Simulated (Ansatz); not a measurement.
ZrIn3 in space group I4/mmm (No. 139; Zr on 2a, In on 4d, In on 2b), PBE in the plane-wave PAW code Ansatz, all energies at zero smearing, with the estimated change up to a 700 eV cutoff added, with one set of potentials and settings (totals compare only within such a set). Cell of 4 atoms (1 Zr, 3 In): -20978.513 eV.

```csv
element,reference phase,E (eV/atom)
Zr,"P6_3/mmc, 2 atoms in the cell",-4183.8611
In,"I4/mmm, 1 atoms in the cell",-5597.9156
```

Formation energy per atom, worked out: (-20978.513 − 1×(-4183.8611) − 3×(-5597.9156))/4 = -0.226 eV/atom (-22 kJ per mol of atoms), at 0 K, without zero-point energy or fitted corrections.

The workflow started from a Materials Project entry (that database holds measured and hypothetical structures alike); the Crystallography Open Database copy checked does not list it. With Zr and In taken as one species the cell has the higher symmetry I4/mmm, so it may be an ordered model of a mixed-site phase. Its standing as an ambient phase is unchecked. The PBE relaxation kept the symmetry of its start; whether a distortion lowers the energy is not shown. No spin polarisation was allowed. The references are the lowest solids computed at this level, not always the standard phases.

Potentials: the earlier of the program's two PAW sets.
